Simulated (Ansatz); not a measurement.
Relaxed MoS2 (space group R3m):

```
CELL_PARAMETERS angstrom
      3.12630     1.80497    11.98194
     -1.56315     0.90249     5.99097
      0.00000    -1.80497     5.99097
ATOMIC_POSITIONS crystal
  Mo 0.49988 0.99976 0.99976
  Mo 0.99988 0.99976 0.99976
  S  0.20974 0.41948 0.41948
  S  0.70974 0.41948 0.41948
  S  0.12339 0.24678 0.24678
  S  0.62339 0.24678 0.24678
```

The atoms are displaced by Q × the pattern below (from a DFPT mode at L = (0.5, 0.0, 0.0), largest move 1; Q in Å), at fixed cell. (q is in reciprocal vectors of the primitive cell; the cell shown is doubled to hold the pattern.)

| atom | x | y | z |
|---|---|---|---|
| Mo1 | -0.866 | -0.500 | 0.032 |
| Mo2 | 0.866 | 0.500 | -0.032 |
| S3 | -0.070 | -0.041 | 0.712 |
| S4 | 0.070 | 0.041 | -0.712 |
| S5 | -0.039 | -0.023 | -0.731 |
| S6 | 0.039 | 0.023 | 0.731 |

Level of theory: LDA (plane waves to 420 eV, PAW, scalar-relativistic; Ansatz, a quantum-chemistry and plane-wave program). k mesh 6×12×12 (Γ-centred), Fermi-Dirac smearing 0.05 eV. Energies are smeared free energies. As the smearing reaches across the gap at some points, energies and forces of such displacements shift with the k mesh and the smearing. MoS2 is run without spin polarisation. MoS2 was relaxed with its symmetry unable to fall. This is one of several known forms of MoS2; the measured ambient cells at hand have space group No. 194. ΔE is measured from the undisplaced structure. The last digit holds for this mesh only.

```csv
Q (Å),ΔE (meV/cell)
-0.2800,1763.6
-0.2333,1283.6
-0.1867,868.9
-0.1400,508.2
-0.0933,withheld
-0.0467,58.3
0.0000,0.0
0.0467,58.3
0.0933,withheld
0.1400,508.2
0.1867,868.9
0.2333,1283.6
0.2800,1763.6
```

**Question.** Fit an even polynomial form (powers 2, 4, 6) to the given rows and predict ΔE at Q = 0.0933.

**Answer.** Least squares on the 11 given rows: ΔE = (27770)·Q² + (-96990)·Q⁴ + (378400)·Q⁶, in meV/cell with Q in Å; root-mean-square residual 1.71 meV/cell. At 0.0933 the fit gives 234.6 meV/cell; the calculation gives 230.6 meV/cell, so the interpolation is off by 4.0 (+1.7 %). The quadratic term alone would give 241.7 meV/cell.

(For displaced atoms, the force is minus the slope of the energy, and its curvature is a force constant, which sets phonon frequencies.)
